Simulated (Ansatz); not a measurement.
Given:

Y$_{3}$GaC:
```
CELL_PARAMETERS angstrom
      4.85475     0.00000     0.00000
      0.00000     4.85475     0.00000
      0.00000     0.00000     4.85475
ATOMIC_POSITIONS crystal
  Y  0.50000 0.00000 0.50000
  Y  0.00000 0.50000 0.50000
  Y  0.50000 0.50000 0.00000
  Ga 0.00000 0.00000 0.00000
  C  0.50000 0.50000 0.50000
```

This is the r²SCAN-relaxed structure.

Q: All from r²SCAN (plane waves, PAW; program Ansatz), unless another level is named. Predict the electronic character.

A: metallic (no gap).

Q: Next, the formation energy from the elements (no fitted shifts)?

A: -0.63 eV/atom.

Q: What about the density of states at the Fermi level?

A: 0.05 states/eV per atom (mean over ±0.08 eV).

Space group Pm-3m (anti-perovskite). The first step of the workflow began from a Materials Project structure, measured or hypothetical; the Crystallography Open Database copy checked does not list it. Its standing as an ambient phase is unchecked. Symmetry was held in the r²SCAN relaxation; its stability against distortions is not shown here. No spin polarisation was allowed. The references are the lowest solids computed at this level, not always the standard phases. Spin–orbit coupling is left out wherever it is not named.

Potentials: the earlier of the program's two PAW sets.
